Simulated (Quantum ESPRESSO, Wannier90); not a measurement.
## RbIO₃ (R3m), plane waves to Wannier functions

```
begin unit_cell_cart
ang
    3.1877301470    1.8404368585    2.6221100000
   -3.1877301470    1.8404368585    2.6221100000
    0.0000000000   -3.6808737170    2.6221100000
end unit_cell_cart
begin atoms_frac
Rb  -0.4843600000 -0.4843600000 -0.4843600000
I    0.0010500000  0.0010500000  0.0010500000
O    0.0365300000 -0.3980600000  0.0365300000
O    0.0365300000  0.0365300000 -0.3980600000
O   -0.3980600000  0.0365300000  0.0365300000
end atoms_frac
```

Materials Project entry mp-27193; symmetrised, unrelaxed at this level. Not found in the COD (Crystallography Open Database) copy used; not checked further. Method: PBEsol plane waves in Quantum ESPRESSO 7.5 (PseudoDojo norm-conserving files, 68 Ry, no spin polarisation, no spin-orbit coupling), Bloch states on a 6×6×6 mesh through Γ, Wannier90 4.0.1. Density: 8×8×8 mesh, cold smearing 0.01 Ry. Spin-orbit coupling is left out although heavy elements are present.

Band 2 is isolated and gives one Wannier function a cell (I2 5s 32 %, O4 2s 17 %, O5 2s 17 %; spread 2.01 Å²). Its on-site energy is ε = -19.836 eV relative to the valence-band maximum, and its hoppings t(R) = t(−R) to the nearer images are (images within this range that aren't listed have |t| under 5 meV):

| R (lattice vectors; −R alike) | distance (Å) | t (eV) |
|---|---|---|
| 0 0 1 | 4.52 | -0.040 |
| 0 1 0 | 4.52 | -0.040 |
| 1 0 0 | 4.52 | -0.040 |

Task: Work out the band energy at Γ, T, H_2, H_0 from these numbers.

Result: For one orbital E(k) = ε + Σ_R 2 t(R) cos(2π k·R), the sum over the listed R.
- Γ, k = (0.000, 0.000, 0.000): E = -19.836 + (-0.040)·(6.00) = -20.08 eV; pw.x: -20.06 eV
- T, k = (0.500, 0.500, 0.500): E = -19.836 + (-0.040)·(-6.00) = -19.60 eV; pw.x: -19.59 eV
- H_2, k = (0.505, 0.495, 0.500): E = -19.836 + (-0.040)·(-6.00) = -19.60 eV; pw.x: -19.59 eV
- H_0, k = (0.500, -0.495, 0.495): E = -19.836 + (-0.040)·(-6.00) = -19.60 eV; pw.x: -19.59 eV

At these points the listed shells miss the plane-wave band by up to 0.02 eV, of a width of 0.47 eV on the path. With all its hoppings the model misses the band by 0.1 meV at worst on the whole path; the listed shells hold nearly all of the dispersion.
